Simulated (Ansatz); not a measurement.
An Ansatz run that asked for the observables at the nuclei.

```yaml
crystal:
  lattice:
    - [7.5968154519, 0.0, 0.0]
    - [3.7017918644, 6.6366011943, 0.0]
    - [3.7210472052, 2.1680773022, 6.2821087003]
  atoms:
    - { symbol: Mg, position: [0.124598, 0.624629, 0.124752] }
    - { symbol: Mg, position: [0.875402, 0.375371, 0.875248] }
    - { symbol: Lu, position: [0.5, 0.5, 0.5] }
    - { symbol: Lu, position: [0.5, 0.0, 0.0] }
    - { symbol: Lu, position: [0.0, 0.0, 0.5] }
    - { symbol: V, position: [0.5, 0.0, 0.5], spin: 2.0 }
    - { symbol: S, position: [0.267094, 0.227206, 0.267369] }
    - { symbol: S, position: [0.732243, 0.232296, 0.273029] }
    - { symbol: S, position: [0.744479, 0.24432, 0.744494] }
    - { symbol: S, position: [0.272968, 0.232546, 0.73229] }
    - { symbol: S, position: [0.255521, 0.75568, 0.255506] }
    - { symbol: S, position: [0.727032, 0.767454, 0.26771] }
    - { symbol: S, position: [0.732906, 0.772794, 0.732631] }
    - { symbol: S, position: [0.267757, 0.767704, 0.726971] }
magnetization:
  spin_polarized: true
kpoints:
  mp_grid: { grid: [6, 6, 6] }
scf:
  occupations: { method: fermi_dirac, width: 0.05 }
hamiltonian:
  xc: pbe
  pseudopotentials: { kind: paw }
  hubbard: [{ species: V, l: d, u_eff: 2.1 }]
output:
  forces: true
  stress: true
  populations: true
  efg:
    quadrupole_moments_barn: { Mg: 0.1994, Lu: 3.49, V: -0.052, S: -0.0694 }
    contact_densities: true
```

```sh
ansatz run input.yaml --threads 1 --pin off --max-ram 3072MiB --backend cpu --events-out ev --progress --plain --runs-dir out
```

Task: How does the run end?

Result: It stops for lack of memory under the cap. The program says:

```
Error: memory limit exceeded: the `cold-start seed` phase needs 3.47 GiB against the run's memory maximum of 3.00 GiB; largest carriers: wavefunctions 1.96 GiB, hubbard atomic tables 1.06 GiB, unmodelled-tail allowance 0.28 GiB, ion tables 0.10 GiB, plane-wave basis 0.05 GiB …
```
